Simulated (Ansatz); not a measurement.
Molecular dynamics on a 2×2×1 supercell (16 atoms) of SiC (P6_3mc), relaxed with r2SCAN. Forces come from r2SCAN in Ansatz 0.2.0: a Nosé-Hoover thermostat at fixed volume, 800 K, steps of 1.5 fs. Classical nuclei, no spin polarisation; a few dozen steps show the first response, not equilibrium.

```yaml
crystal:
  lattice:
    - [6.1507128199, 1.0e-10, 0.0]
    - [-3.07535641, 5.3266735534, 0.0]
    - [0.0, 0.0, 5.0481087359]
  atoms:
    - { symbol: Si, position: [0.1666666667, 0.3333333333, 0.4995917744] }
    - { symbol: Si, position: [0.3333333333, 0.1666666667, 0.9995917744] }
    - { symbol: C, position: [0.1666666667, 0.3333333333, 0.8754082256] }
    - { symbol: C, position: [0.3333333333, 0.1666666667, 0.3754082256] }
    - { symbol: Si, position: [0.1666666667, 0.8333333333, 0.4995917744] }
    - { symbol: Si, position: [0.3333333333, 0.6666666667, 0.9995917744] }
    - { symbol: C, position: [0.1666666667, 0.8333333333, 0.8754082256] }
    - { symbol: C, position: [0.3333333333, 0.6666666667, 0.3754082256] }
    - { symbol: Si, position: [0.6666666667, 0.3333333333, 0.4995917744] }
    - { symbol: Si, position: [0.8333333333, 0.1666666667, 0.9995917744] }
    - { symbol: C, position: [0.6666666667, 0.3333333333, 0.8754082256] }
    - { symbol: C, position: [0.8333333333, 0.1666666667, 0.3754082256] }
    - { symbol: Si, position: [0.6666666667, 0.8333333333, 0.4995917744] }
    - { symbol: Si, position: [0.8333333333, 0.6666666667, 0.9995917744] }
    - { symbol: C, position: [0.6666666667, 0.8333333333, 0.8754082256] }
    - { symbol: C, position: [0.8333333333, 0.6666666667, 0.3754082256] }
kpoints:
  mp_grid: { grid: [3, 3, 4] }
hamiltonian:
  xc: r2scan
scf:
  occupations: { method: fermi_dirac, width: 0.069 }
md:
  ensemble: nvt_nose_hoover
  temperature: 800
  timestep: 1.5
  n_steps: 40
  initial_velocities: maxwell_boltzmann
  seed: 5764
```

Command: `ansatz run input.yaml --threads 4 --pin off --max-ram 5529MiB --backend cpu --events-out ev --progress --plain --runs-dir out`.

Question: It ran on 4 threads of Intel(R) Xeon(R) Platinum 8259CL CPU @ 2.50GHz (Skylake/Cascade Lake) (shared host). About how long did it take, and how much host memory at the peak?

Answer: About 2.9 min, with a peak of 1 GiB.

```
step  t (fs)  T (K)  free energy F from step 0 (meV/atom)  kinetic energy (meV/atom)  largest force (eV/Å)
   0       0    800                                   0.0                       96.9                  0.01
   1     1.5    770                                   3.6                       93.4                  0.81
   2       3    687                                  13.8                       83.3                  1.57
   3     4.5    566                                  28.7                       68.6                  2.24
   4       6    430                                  45.4                       52.1                  2.79
   5     7.5    301                                  61.2                       36.4                  3.18
   6       9    201                                  73.4                       24.4                  3.41
   7    10.5    146                                  80.2                       17.7                  3.46
   8      12    141                                  80.8                       17.1                  3.33
   9    13.5    182                                  75.8                       22.0                  3.10
  10      15    256                                  66.7                       31.0                  3.05
  11    16.5    346                                  55.8                       41.9                  2.92
  12      18    431                                  45.4                       52.2                  2.74
  13    19.5    494                                  37.8                       59.9                  2.50
  14      21    523                                  34.5                       63.4                  2.22
  15    22.5    513                                  36.0                       62.1                  1.94
  16      24    466                                  41.9                       56.5                  1.85
  17    25.5    395                                  50.8                       47.9                  2.50
  18      27    316                                  60.8                       38.3                  3.05
  19    28.5    246                                  69.5                       29.8                  3.45
  20      30    202                                  75.0                       24.5                  3.65
  21    31.5    196                                  75.9                       23.8                  3.61
  22      33    230                                  71.9                       27.8                  3.37
  23    34.5    298                                  63.7                       36.1                  3.13
  24      36    388                                  52.9                       47.1                  2.77
  25    37.5    483                                  41.6                       58.5                  2.32
  26      39    565                                  31.9                       68.4                  2.16
  27    40.5    618                                  25.8                       74.9                  2.18
  28      42    635                                  24.3                       77.0                  2.08
  29    43.5    613                                  27.5                       74.3                  1.88
  30      45    559                                  34.7                       67.7                  2.32
  31    46.5    484                                  44.3                       58.7                  2.77
  32      48    405                                  54.4                       49.1                  3.10
  33    49.5    339                                  62.9                       41.0                  3.39
  34      51    298                                  68.1                       36.2                  3.55
  35    52.5    293                                  69.1                       35.5                  3.52
  36      54    321                                  65.9                       38.9                  3.31
  37    55.5    377                                  59.3                       45.7                  2.93
  38      57    447                                  51.2                       54.2                  2.51
  39    58.5    515                                  43.3                       62.4                  2.38
  40      60    567                                  37.6                       68.7                  2.21
```

The temperature starts at 800 K, is lowest at step 8 (141 K, 12 fs) and ends at 567 K. The thermostat hasn't had time to restore it. The atoms start on their lattice sites with kinetic energy alone, so much of it first passes into potential energy. By the last step the atoms have moved 0.06 Å in the root mean square, the drift of the whole cell taken out, 0.09 Å at most.

Positions (Å) and forces (eV/Å) at step 40:
```
Si  -0.071   1.761   2.534     1.017   0.596   0.533
Si   1.583   0.859   5.078    -0.505   0.405  -0.319
C    0.045   1.772   4.488    -0.091   0.219  -1.353
C    1.484   0.895   1.944     0.786   0.284  -0.929
Si  -1.483   4.483   2.492    -1.286  -1.377   1.151
Si  -0.034   3.545   5.065     0.695   0.451  -0.256
C   -1.583   4.409   4.462     0.789   0.535  -0.950
C    0.019   3.559   1.903    -0.180  -0.323   0.099
Si   3.066   1.760   2.465    -0.099   0.300   1.143
Si   4.659   0.926   4.983    -1.291  -0.561   1.246
C    3.072   1.824   4.394     0.264  -0.976   0.218
C    4.600   0.833   1.917    -0.172   0.904  -1.118
Si   1.574   4.424   2.536    -0.539  -0.452  -0.332
Si   3.051   3.546   5.081    -0.689   0.622  -1.423
C    1.483   4.491   4.385     0.767  -0.967   0.988
C    3.078   3.532   1.853     0.533   0.341   1.302
```
